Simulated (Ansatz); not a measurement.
CaAu5: enthalpy against pressure

CaAu5, F-43m, a = 7.794 Å. The structure is a COD entry; whether it is the stable form wasn't checked. Ansatz: r2SCAN, PAW, 500 eV, Γ-centred 8×8×8 mesh on 6 atoms, Gaussian smearing 0.10 eV; no spin polarisation. Cell and atoms are relaxed at each pressure, and no other structure is tried, so the rows at high pressure may lie past a change of phase. y is the enthalpy over the state at zero pressure; there V0 = 19.725 Å³/atom. The pressures are the targets, met within 0.08 GPa.

| P (GPa) | y (eV/atom) |
| --- | --- |
| -1.0 | -0.1236 |
| 0.0 | 0.0000 |
| 1.0 | 0.1226 |
| 4.0 | 0.4843 |
| 12.0 | 1.4126 |
| 25.0 | 2.8364 |
| 50.0 | ? |
| 90.0 | 9.0853 |

Problem. Fit y = c1 P + c2 P² + c3 P³ to the other rows, say what c1 and c2 mean, and predict the missing value.

Solution. Least squares on the rows shown. y = 0.12236 P − 0.00040221 P² + 1.8254×10⁻⁶ P³. Since dH/dP = V, c1 is V0: 0.12236 eV/GPa × 160.2 = 19.602 Å³ against 19.725; c2 = −V0/(2B0) gives B0 = 152 GPa, where a Birch–Murnaghan fit to the volumes of the same runs (not shown) gives 113 GPa: a cubic over this range folds the higher terms into c2. Above P = −c2/(3 c3) = 73 GPa the cubic's slope, the volume, would rise with pressure, so the form fails there. At P = 50.0 the fit asked for gives 5.3407 eV/atom. The run gave 5.3737 eV/atom, so the fit is 0.0330 eV/atom too low, 0.36 % of the span of the series, against an rms of 0.0008 eV/atom on the fitted rows. With a term in P⁴ added, a fit to the same known rows predicts 5.4063 eV/atom, which misses by about as much or more on the other side: the known rows don't fix the higher terms.

The mesh isn't the same in all rows (8×8×8, 10×10×10). Spin–orbit coupling is left out, which can shift energies with elements as heavy as these.